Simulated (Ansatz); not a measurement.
CdSiN2, ordered on the zincblende lattice (P-4m2) with 4 atoms a cell, relaxed with r2SCAN in Ansatz 0.2.0. It is tetragonal, P-4m2 (No. 115); a = 3.034 Å, c = 5.110 Å in the conventional setting, 11.76 Å³ an atom. Cd is surrounded by 4 N at 2.23 Å; N is surrounded by 2 Si at 1.77 Å and 2 Cd at 2.23 Å; Si is surrounded by 4 N at 1.77 Å.

The axes x, y and z are those of this cell:
```xyz
4
Lattice="3.0340 0.0000 0.0000 0.0000 3.0340 0.0000 0.0000 0.0000 5.1102" Properties=species:S:1:pos:R:3 pbc="T T T"
Cd    0.0000    0.0000    0.0000
N     0.0000    1.5170    1.6339
Si    1.5170    1.5170    2.5551
N     1.5170    0.0000    3.4763
```

Unstrained: The PBE gap is indirect, 1.157 eV (R to Γ), below the direct gap of 1.191 eV at Γ. The r2SCAN gap is indirect, 1.512 eV (R to Γ), below the direct gap of 1.540 eV at Γ. The HSE06 gap is indirect, 2.394 eV (R to Γ), below the direct gap of 2.407 eV at Γ. Least and direct gap differ so little that the kind isn't settled. Meshes: PBE 8×8×6, r2SCAN 8×8×6, HSE06 6×6×4. Strains are changes of length per length. After each strain the atoms were relaxed again with r2SCAN within the symmetry that the strain leaves, so tilts or polar shifts that break it weren't tested; points keep the names that they have in the unstrained zone. Spin-unpolarised throughout. Whether this structure exists isn't addressed.

Q: Estimate what isotropic -3.96 % on every length does to the gap.

A: PBE: the gap goes from 1.157 to 1.848 eV (+0.691 eV). r2SCAN: the gap goes from 1.512 to 2.238 eV (+0.726 eV); it turns from indirect (R → Γ) to direct (Γ); least and direct gap lie within 0.04 eV, so its kind isn't settled. HSE06: the gap goes from 2.394 to 3.175 eV (+0.781 eV); it turns from indirect (R → Γ) to direct (Γ); least and direct gap lie within 0.04 eV, so its kind isn't settled. The r2SCAN energy rises by 115.7 meV an atom.

Q: Estimate what biaxial +3.76 % in x and y, z held does to the gap.

A: PBE: the gap goes from 1.157 to 0.813 eV (-0.344 eV); it turns from indirect (R → Γ) to direct (Γ); least and direct gap lie within 0.04 eV, so its kind isn't settled. r2SCAN: the gap goes from 1.512 to 1.143 eV (-0.369 eV); it turns from indirect (R → Γ) to direct (Γ); least and direct gap lie within 0.04 eV, so its kind isn't settled. HSE06: the gap goes from 2.394 to 1.965 eV (-0.429 eV); it turns from indirect (R → Γ) to direct (Γ); least and direct gap lie within 0.04 eV, so its kind isn't settled. The r2SCAN energy rises by 41.1 meV an atom.

Spin-orbit coupling is left out.

The meshes of the hybrids are coarse, so their gaps aren't converged to the digits shown.
